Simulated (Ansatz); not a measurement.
Relaxed NaF (rock salt):

```
CELL_PARAMETERS angstrom
      0.00000     4.59450     4.59450
      2.29725     0.00000     2.29725
      2.29725     2.29725     0.00000
ATOMIC_POSITIONS crystal
  F  0.00000 0.00000 0.00000
  F  0.50000 0.00000 0.00000
  Na 0.25000 0.50000 0.50000
  Na 0.75000 0.50000 0.50000
```

The atoms are displaced by Q × the pattern below (from a DFPT mode at L = (0.5, 0.0, 0.0), largest move 1; Q in Å), at fixed cell. (q is in reciprocal vectors of the primitive cell; the cell shown is doubled to hold the pattern.)

```
atom       x       y       z
----  ------  ------  ------
Na3    0.577  -0.577  -0.577
Na4   -0.577   0.577   0.577
```

Atoms not listed stay in place.

Level of theory: r2SCAN (plane waves to 500 eV, PAW, scalar-relativistic; Ansatz, a quantum-chemistry and plane-wave program). k mesh 6×12×12 (Γ-centred), Fermi-Dirac smearing 0.05 eV. E stands for the smeared free energy. NaF was relaxed with its symmetry unable to fall. The zero of ΔE is the undisplaced structure.

```csv
Q (Å),ΔE (meV/cell)
-0.2800,withheld
-0.2333,436
-0.1867,280
-0.1400,158
-0.0933,70
-0.0467,18
0.0000,0
0.0467,18
0.0933,70
0.1400,158
0.1867,280
0.2333,436
0.2800,withheld
```

Task: Fit an even polynomial form (powers 2, 4) to the given rows and predict ΔE at Q = -0.2800.

Result: Least squares on the 11 given rows: ΔE = (8079)·Q² + (-1262)·Q⁴, in meV/cell with Q in Å; root-mean-square residual 0.2 meV/cell. At -0.2800 the fit gives 626 meV/cell; the calculation gives 627 meV/cell, so the extrapolation is off by -1 (-0.2 %). The quadratic term alone would give 633 meV/cell.

(For displaced atoms, the force is minus the slope of the energy, and its curvature is a force constant, which sets phonon frequencies.)
